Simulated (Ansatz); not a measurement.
AlN (zinc blende)

```yaml
crystal:
  lattice:
    - [0.00000, 4.40321, 4.40321]
    - [2.20161, 2.20161, 4.40321]
    - [2.20161, 2.20161, 0.00000]
  atoms:
    - { symbol: N, position: [0.00000, 0.75000, 0.75000] }
    - { symbol: N, position: [0.50000, 0.75000, 0.75000] }
    - { symbol: Al, position: [0.00000, 0.00000, 0.00000] }
    - { symbol: Al, position: [0.50000, 0.00000, 0.00000] }
```

A phonon eigenvector at X = (0.5, 0.5, 0.0) is frozen into this cell: atom i moves by Q times the vector below, so Q is the largest atomic displacement, in Å. The cell is held. (q is in reciprocal vectors of the primitive cell; the cell shown is doubled to hold the pattern.)

| atom | x | y | z |
|---|---|---|---|
| N1 | 0.000 | 0.000 | 1.000 |
| N2 | 0.000 | 0.000 | -1.000 |

Atoms not listed stay in place.

The numbers are results of PBE (plane waves to 420 eV, PAW, scalar-relativistic; Ansatz, an electronic-structure program), not measurements. k mesh 13×13×13 (Γ-centred), Fermi-Dirac smearing 0.05 eV. E stands for the smeared free energy. AlN was relaxed with its symmetry unable to fall. ΔE is measured from the undisplaced structure.

Question: Predict the ΔE (eV/cell) at Q (Å) = -0.180, -0.120, -0.030, 0.030, 0.120, 0.180.

Answer: 
```json
[
 {"Q (Å)": "-0.180", "ΔE (eV/cell)": "0.797"},
 {"Q (Å)": "-0.120", "ΔE (eV/cell)": "0.356"},
 {"Q (Å)": "-0.030", "ΔE (eV/cell)": "0.022"},
 {"Q (Å)": "0.030", "ΔE (eV/cell)": "0.022"},
 {"Q (Å)": "0.120", "ΔE (eV/cell)": "0.356"},
 {"Q (Å)": "0.180", "ΔE (eV/cell)": "0.797"}
]
```

(For displaced atoms, the force is minus the slope of the energy, and its curvature is a force constant, which sets phonon frequencies.)
